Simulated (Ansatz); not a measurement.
BaGaHO$_{2}$:
```
BaGaHO2
1.0
    3.98003     0.00000     0.00000
    0.00000     3.98003     0.00000
    0.00000     0.00000     3.89773
Ba Ga O H
1 1 2 1
Cartesian
  1.99002   1.99002   1.94887
  0.00000   0.00000   0.00000
  1.99002   0.00000   0.00000
  0.00000   1.99002   0.00000
  0.00000   0.00000   1.94887
```

Relaxed with r²SCAN.

**Question.** Give the Bader charges and basin volumes of the independent atoms, the program Ansatz at the r²SCAN level (PAW).

**Answer.** 

```csv
atom,Bader charge (e),Bader volume (Å³)
Ba1,+1.54,20.9
Ga2,+1.78,8.3
O3,-1.37,12.5
H5,-0.57,7.5
```

Space group P4/mmm. The start of the workflow was typed in or built on a structure type; neither database checked (COD, Materials Project) lists it. Its standing as an ambient phase is unchecked. The cell was relaxed with r²SCAN under the symmetry of its start; its stability against distortions is not shown here. Spin–orbit coupling is left out wherever it is not named.

Potentials: the earlier of the program's two PAW sets. The files were generated under PBE; for other functionals the program regenerates the frozen cores, and for LDA and PBEsol the local potential too.
